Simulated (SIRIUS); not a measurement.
Band structure of CdSe (F-43m, 2 atoms in the cell; from Materials Project mp-2691, lattice scaled a little).

```xyz
2
Lattice="0.0000 3.1151 3.1151 3.1151 0.0000 3.1151 3.1151 3.1151 0.0000" Properties=species:S:1:pos:R:3 pbc="T T T"
Cd     0.0000     0.0000     0.0000
Se     4.6726     4.6726     4.6726
```

Method: LDA (PW92), PseudoDojo 0.4 standard norm-conserving LDA (tails mended) pseudopotentials (plane waves; SIRIUS).

Settings: parameters.ngridk = 6 6 6; parameters.xc_functionals = [XC_LDA_X, XC_LDA_C_PW]; parameters.gk_cutoff = 10.1 1/bohr; parameters.pw_cutoff = 20.2 1/bohr; parameters.smearing = gaussian; parameters.smearing_width = 0.000734986 Ha; potentials = PseudoDojo 0.4 standard norm-conserving LDA (tails mended) pseudopotentials; parameters.electronic_structure_method = pseudopotential; parameters.num_bands = 30; parameters.num_mag_dims = 0; parameters.num_dft_iter = 100; parameters.energy_tol = 1e-07 Ha; parameters.density_tol = 1e-06; mixer.type = anderson.

The structure comes from a collection of computed structures, made at another level of theory; the collection holds predicted forms beside known ones. Its lattice was then scaled.

Problem. Predict the gap along the standard path and the places of the band edges.

Solution. The gap along the path is 0.18 eV, direct at Γ to within 0.01 eV.

Points are given in units of this cell's reciprocal vectors. Levels in eV from the top of the valence band on the path, bands 15 to 22:
| point | 15 | 16 | 17 | 18 | 19 | 20 | 21 | 22 |
|---|---|---|---|---|---|---|---|---|
| Γ (0 0 0) | -7.39 | 0.00 | 0.00 | 0.00 | 0.18 | 5.79 | 5.79 | 5.79 |
| X (0.5 0 0.5) | -7.11 | -3.85 | -1.65 | -1.65 | 3.06 | 3.52 | 8.52 | 9.59 |
| W (0.5 0.25 0.75) | -7.01 | -3.75 | -2.02 | -1.97 | 4.58 | 5.05 | 6.13 | 7.41 |
| K (0.375 0.375 0.75) | -7.04 | -3.78 | -2.27 | -1.35 | 3.52 | 4.84 | 7.85 | 8.20 |
| L (0.5 0.5 0.5) | -7.16 | -4.08 | -0.66 | -0.66 | 2.08 | 6.30 | 6.30 | 6.96 |
| U (0.625 0.25 0.625) | -7.04 | -3.78 | -2.27 | -1.35 | 3.52 | 4.84 | 7.85 | 8.20 |

“Tails mended”: in these copies of the files the far tail of each local potential was reset to the Coulomb form.
